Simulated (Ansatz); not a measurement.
AlV$_{2}$C:
```cif
data_C2Al2V4
_chemical_formula_sum 'Al2 V4 C2'
_space_group_name_H-M_alt 'P63/mmc'
_space_group_IT_number 194
_space_group_name_Hall '-P 6c 2c'
_cell_length_a 2.88763
_cell_length_b 2.88763
_cell_length_c 13.11702
_cell_angle_alpha 90.000
_cell_angle_beta 90.000
_cell_angle_gamma 120.000
loop_
_atom_site_label
_atom_site_type_symbol
_atom_site_symmetry_multiplicity
_atom_site_Wyckoff_symbol
_atom_site_fract_x
_atom_site_fract_y
_atom_site_fract_z
_atom_site_occupancy
Al1 Al 2 c 0.33333 0.66667 0.25000 1
V1 V 4 f 0.66667 0.33333 0.08551 1
C1 C 2 a 0.00000 0.00000 0.00000 1
```

Relaxed with r²SCAN.

Problem. Which orbitals make up the states near the Fermi level in DFT-r²SCAN in the program Ansatz with PAW potentials?

Solution. Within 0.5 eV of the Fermi level: V 3d 90 %. Projections are on Löwdin-orthogonalised atomic valence shells; empty p or d shells of many metals are not among them.

Problem. Tabulate the density of states.

Solution. States/eV per cell of 8 atoms, in 0.25 eV bins, energy from the Fermi level.

| E (eV) | total | V 3d | C 2p | Al 3p |
|---|---|---|---|---|
| -7.85 | 0.74 | 0.06 | 0.02 | 0.29 |
| -7.60 | 0.76 | 0.08 | 0.03 | 0.30 |
| -7.35 | 0.80 | 0.10 | 0.04 | 0.32 |
| -7.10 | 0.88 | 0.13 | 0.08 | 0.33 |
| -6.85 | 1.23 | 0.23 | 0.22 | 0.39 |
| -6.60 | 2.52 | 0.62 | 0.91 | 0.45 |
| -6.35 | 2.73 | 0.71 | 1.18 | 0.35 |
| -6.10 | 2.25 | 0.61 | 1.03 | 0.24 |
| -5.85 | 2.97 | 0.86 | 1.39 | 0.27 |
| -5.60 | 3.31 | 0.98 | 1.41 | 0.39 |
| -5.35 | 3.52 | 0.99 | 1.41 | 0.52 |
| -5.10 | 3.16 | 0.91 | 1.21 | 0.50 |
| -4.85 | 4.26 | 1.44 | 1.84 | 0.43 |
| -4.60 | 4.79 | 1.72 | 2.18 | 0.39 |
| -4.35 | 8.89 | 3.44 | 4.24 | 0.51 |
| -4.10 | 3.47 | 1.45 | 1.45 | 0.26 |
| -3.85 | 5.68 | 2.46 | 2.27 | 0.46 |
| -3.60 | 7.63 | 3.74 | 3.32 | 0.25 |
| -3.35 | 0.89 | 0.31 | 0.13 | 0.21 |
| -3.10 | 1.10 | 0.30 | 0.08 | 0.42 |
| -2.85 | 1.82 | 0.55 | 0.14 | 0.77 |
| -2.60 | 5.09 | 2.52 | 0.28 | 1.66 |
| -2.35 | 7.23 | 4.33 | 0.32 | 1.87 |
| -2.10 | 5.84 | 3.73 | 0.18 | 1.43 |
| -1.85 | 7.81 | 4.93 | 0.20 | 2.00 |
| -1.60 | 6.03 | 4.13 | 0.17 | 1.24 |
| -1.35 | 3.55 | 2.81 | 0.08 | 0.40 |
| -1.10 | 3.05 | 2.54 | 0.04 | 0.25 |
| -0.85 | 3.83 | 3.33 | 0.04 | 0.22 |
| -0.60 | 3.14 | 2.77 | 0.05 | 0.20 |
| -0.35 | 3.34 | 2.89 | 0.09 | 0.24 |
| -0.10 | 4.43 | 4.01 | 0.09 | 0.21 |
| 0.15 | 4.23 | 3.86 | 0.08 | 0.17 |
| 0.40 | 5.60 | 5.18 | 0.09 | 0.20 |
| 0.65 | 6.47 | 5.95 | 0.09 | 0.21 |
| 0.90 | 7.72 | 6.78 | 0.21 | 0.30 |
| 1.15 | 4.82 | 4.25 | 0.19 | 0.13 |
| 1.40 | 5.97 | 5.21 | 0.23 | 0.16 |
| 1.65 | 12.19 | 11.19 | 0.32 | 0.29 |
| 1.90 | 7.77 | 6.80 | 0.31 | 0.40 |
| 2.15 | 7.20 | 5.90 | 0.47 | 0.57 |
| 2.40 | 6.13 | 4.70 | 0.46 | 0.72 |
| 2.65 | 3.82 | 2.71 | 0.23 | 0.68 |
| 2.90 | 2.27 | 1.34 | 0.24 | 0.51 |
| 3.15 | 3.59 | 1.93 | 0.49 | 0.71 |
| 3.40 | 3.44 | 1.67 | 0.41 | 0.53 |
| 3.65 | 4.98 | 2.57 | 0.94 | 0.51 |
| 3.90 | 5.20 | 2.70 | 1.02 | 0.51 |
| 4.15 | 5.39 | 2.74 | 0.99 | 0.51 |
| 4.40 | 5.70 | 2.79 | 1.28 | 0.55 |

Space group P6_3/mmc. The cell was relaxed with r²SCAN under the symmetry of its start. No spin polarisation was allowed.

Potentials: the earlier of the program's two PAW sets. The files were generated under PBE; for other functionals the program regenerates the frozen cores, and for LDA and PBEsol the local potential too.
